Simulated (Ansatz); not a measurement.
Starting cell, Ti (hcp, Mg type):

```yaml
crystal:
  lattice:
    - [2.93914, 0.00000, 0.00000]
    - [-1.46957, 2.54537, 0.00000]
    - [0.00000, 0.00000, 4.65010]
  atoms:
    - { symbol: Ti, position: [0.33333, 0.66667, 0.75000] }
    - { symbol: Ti, position: [0.66667, 0.33333, 0.25000] }
```

A phonon eigenvector at Γ is frozen into this cell: atom i moves by Q times the vector below, so Q is the largest atomic displacement, in Å. The cell is held. It is one choice among 2 degenerate patterns.

```
atom      x       y      z
----  -----  ------  -----
Ti1   0.000  -1.000  0.000
Ti2   0.000   1.000  0.000
```

Calculation: PBE (plane waves to 420 eV, PAW, scalar-relativistic; Ansatz, a program for electronic structure). k mesh 18×18×10 (Γ-centred), Fermi-Dirac smearing 0.05 eV. Energies are smeared free energies. With partly filled bands, energies and forces of such displacements shift with the k mesh and the smearing. Ti is run without spin polarisation. Ti was relaxed with its symmetry unable to fall. ΔE is measured from the undisplaced structure. The last digit holds for this mesh only.

| Q (Å) | ΔE (meV/cell) |
|---|---|
| -0.180 | 89.1 |
| -0.150 | 64.8 |
| -0.120 | 43.2 |
| -0.090 | 24.9 |
| -0.060 | 11.1 |
| -0.030 | 2.8 |
| 0.000 | 0.0 |
| 0.030 | 2.7 |
| 0.060 | 10.5 |
| 0.090 | 23.0 |
| 0.120 | 39.5 |
| 0.150 | withheld |
| 0.180 | 81.4 |

**Question.** Fit a polynomial form (powers 2, 3, 4) to the given rows and predict ΔE at Q = 0.150.

**Answer.** Least squares on the 12 given rows: ΔE = (3068)·Q² + (-710.9)·Q³ + (-13440)·Q⁴, in meV/cell with Q in Å; root-mean-square residual 0.34 meV/cell. At 0.150 the fit gives 59.8 meV/cell; the calculation gives 59.2 meV/cell, so the interpolation is off by 0.6 (+1.0 %). The quadratic term alone would give 69.0 meV/cell.

(For displaced atoms, the force is minus the slope of the energy, and its curvature is a force constant, which sets phonon frequencies.)
